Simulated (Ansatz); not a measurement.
A relaxation computed with Ansatz, from input to last step.

```yaml
crystal:
  lattice:
    - [3.8455099668, 0.0, 0.0]
    - [-1.9227549834, 3.3303093218, 0.0]
    - [0.0, 0.0, 6.3052902589]
  atoms:
    - { symbol: Zn, position: [0.3333333333, 0.6666666667, 0.0052193591] }
    - { symbol: Zn, position: [0.6666666667, 0.3333333333, 0.5052193591] }
    - { symbol: S, position: [0.3333333333, 0.6666666667, 0.3797806409] }
    - { symbol: S, position: [0.6666666667, 0.3333333333, 0.8797806409] }
basis:
  ecutwfc: 420
kpoints:
  mp_grid: { grid: [9, 9, 6] }
hamiltonian:
  xc: pbe
  dispersion: d3bj
scf:
  occupations: { method: gaussian, width: 0.02 }
output:
  forces: true
  stress: true
  eigenvalues: true
relax:
  adjacent_minimum: "off"
  f_tol: 0.005
  max_steps: 50
  cell: { stress_tol: 0.05 }
```

```bash
ansatz run input.yaml --threads 1 --pin off --max-ram 2560MiB --backend cpu --events-out ev --progress --plain --runs-dir out
```

Method: Ansatz, DFT PBE+D3(BJ), scalar-relativistic, plane waves, PAW.

Of 5 frames 5 are shown, positions in Å and forces in eV/Å; the SCF threshold varies from step to step. Steps run on the plane waves of an earlier cell, with a Pulay correction in the pressure. The basis is chosen afresh for the last frame, the zero of the energies, and at times for earlier ones too; energy and pressure step there, also at an unchanged geometry.

```xyz
4
Lattice="3.8455 0.0000 0.0000 -1.9228 3.3303 0.0000 0.0000 0.0000 6.3053" Properties=species:S:1:pos:R:3:forces:R:3 pbc="T T T" step=1 free_energy_over_end_meV_per_atom=6.37 pressure_GPa=-2.64
Zn    0.0000    2.2202    0.0329    0.0000    0.0000    0.0040
Zn    1.9228    1.1101    3.1856    0.0000    0.0000    0.0040
S     0.0000    2.2202    2.3946    0.0000    0.0000   -0.0040
S     1.9228    1.1101    5.5473    0.0000    0.0000   -0.0040
4
Lattice="3.8156 0.0000 0.0000 -1.9078 3.3044 0.0000 0.0000 0.0000 6.2619" Properties=species:S:1:pos:R:3:forces:R:3 pbc="T T T" step=2 free_energy_over_end_meV_per_atom=0.88 pressure_GPa=-1.12
Zn    0.0000    2.2029    0.0335    0.0000    0.0000    0.0060
Zn    1.9078    1.1015    3.1644    0.0000    0.0000    0.0060
S     0.0000    2.2029    2.3774    0.0000    0.0000   -0.0060
S     1.9078    1.1015    5.5083    0.0000    0.0000   -0.0060
4
Lattice="3.7937 0.0000 0.0000 -1.8969 3.2854 0.0000 0.0000 0.0000 6.2324" Properties=species:S:1:pos:R:3:forces:R:3 pbc="T T T" step=3 free_energy_over_end_meV_per_atom=-0.30 pressure_GPa=0.08
Zn    0.0000    2.1903    0.0344    0.0000    0.0000    0.0043
Zn    1.8969    1.0951    3.1506    0.0000    0.0000    0.0043
S     0.0000    2.1903    2.3651    0.0000    0.0000   -0.0043
S     1.8969    1.0951    5.4813    0.0000    0.0000   -0.0043
4
Lattice="3.7949 0.0000 0.0000 -1.8974 3.2864 0.0000 0.0000 0.0000 6.2350" Properties=species:S:1:pos:R:3:forces:R:3 pbc="T T T" step=4 free_energy_over_end_meV_per_atom=-0.30 pressure_GPa=0.00
Zn    0.0000    2.1910    0.0350    0.0000    0.0000   -0.0030
Zn    1.8974    1.0955    3.1525    0.0000    0.0000   -0.0030
S     0.0000    2.1910    2.3654    0.0000    0.0000    0.0030
S     1.8974    1.0955    5.4829    0.0000    0.0000    0.0030
4
Lattice="3.7949 0.0000 0.0000 -1.8974 3.2864 0.0000 0.0000 0.0000 6.2350" Properties=species:S:1:pos:R:3:forces:R:3 pbc="T T T" step=5 free_energy_over_end_meV_per_atom=0.00 pressure_GPa=0.00
Zn    0.0000    2.1910    0.0350    0.0000    0.0000   -0.0030
Zn    1.8974    1.0955    3.1525    0.0000    0.0000   -0.0030
S     0.0000    2.1910    2.3654    0.0000    0.0000    0.0030
S     1.8974    1.0955    5.4829    0.0000    0.0000    0.0030
```

Time: 41 s on 1 thread of Arm Neoverse V2 (shared host), peak memory 0.36 GiB.